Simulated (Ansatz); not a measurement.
WS2:
```xyz
6
Lattice="3.1717 0.0000 0.0000 -1.5859 2.7468 0.0000 0.0000 0.0000 12.5525" Properties=species:S:1:pos:R:3 pbc="T T T"
W      0.0000     1.8312     9.4144
W      1.5859     0.9156     3.1381
S      0.0000     1.8312     1.5777
S      1.5859     0.9156    10.9748
S      1.5859     0.9156     7.8539
S      0.0000     1.8312     4.6986
```

Tensor components refer to the Cartesian frame of this cell.

Question: Give the high-frequency dielectric tensor and the Born effective charge tensors of the independent atoms from DFPT, r²SCAN+D4 in the plane-wave PAW code Ansatz.

Answer: 
ε∞:
```
13.2  0.00  0.00
0.00  13.2  0.00
0.00  0.00  5.31
```
Z* of atom 1 (W), rows: field, columns: displacement, in e:
```
-0.42   0.00   0.00
 0.00  -0.42   0.00
 0.00   0.00  -0.32
```
Z* of atom 3 (S), rows: field, columns: displacement, in e:
```
0.21  0.00  0.00
0.00  0.21  0.00
0.00  0.00  0.16
```

Static charges for comparison (Bader): W1 +1.46, S3 -0.73 e. Born charges measure polarisation by displacement and can exceed these by far.

Space group P6_3/mmc. The r²SCAN+D4 relaxation kept the symmetry of its start. The run is not spin-polarised. Scalar-relativistic: spin–orbit coupling is off unless named, which matters more the heavier the elements.

Potentials: the later of the program's two PAW sets.
